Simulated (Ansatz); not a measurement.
## Ir (Fm-3m), an elastic constant from a strain scan

All numbers below come from DFT PBEsol, scalar-relativistic, plane waves, PAW (Ansatz 0.2.0). Settings: plane waves to 420 eV, k-mesh 26×26×26 (Γ-centred), Gaussian smearing 0.15 eV. Spin–orbit coupling is left out, which can shift energies with elements as heavy as these. No spin polarisation. Energies are free energies at this smearing, counted from the undisturbed cell; pressure is positive in compression.

Reference structure (relaxed at this level; with this scan's settings it stands at 0.1 GPa):

```xyz
1
Lattice="0.0000 1.9151 1.9151 1.9151 0.0000 1.9151 1.9151 1.9151 0.0000" Properties=species:S:1:pos:R:3 pbc="T T T"
Ir    0.0000    0.0000    0.0000
```

The cell is strained by ε times the Voigt pattern (0, 0, 0, 0, 0, 1) (xx, yy, zz, yz, xz, xy; engineering shear) with fractional coordinates fixed. The cell holds 1 atom in V0 = 14.05 Å³. The stress column is τ = (1/V0) dE/dε, got from the stress tensor σ (compression positive) at each point as −det(1 + εP) σ : P(1 + εP)⁻¹, with P the pattern as a tensor.

```
      ε  ΔE (meV/atom)  τ (GPa)
-0.0400              ?        ?
-0.0200          5.039   -5.750
 0.0000          0.000    0.000
 0.0100          1.259    2.872
 0.0300         11.346    8.639
```

**Question.** Which combination of elastic constants does this scan measure, and how large is it?

**Answer.** For small ε, τ = τ0 + Kε with K = pᵀCp, which for this pattern is C44 in the cubic axes. The parabola through τ at ε = -0.0200, 0 and 0.0100 has slope K = 287 GPa at zero. The energies per cell, E = NΔE, of the same two points give K = 2[E(ε₊)/ε₊ − E(ε₋)/ε₋]/[(ε₊ − ε₋)V0] = 287 GPa, in agreement.

**Question.** Predict the withheld row at ε = -0.0400 from the harmonic law, and compare.

**Answer.** ΔE = V0(τ0 ε + Kε²/2)/N = 20.152 meV/atom and τ = -11.49 GPa. The calculation gives 20.193 meV/atom and -11.54 GPa, a miss of 0.2 % of the harmonic energy, so the harmonic law still holds here.

In a metal these slopes depend on the k mesh and the smearing.

Cost: 5 runs of about 3.9 core-minutes in all, on Intel Xeon Processor @ 2.50GHz (Skylake/Cascade Lake) (shared hosts).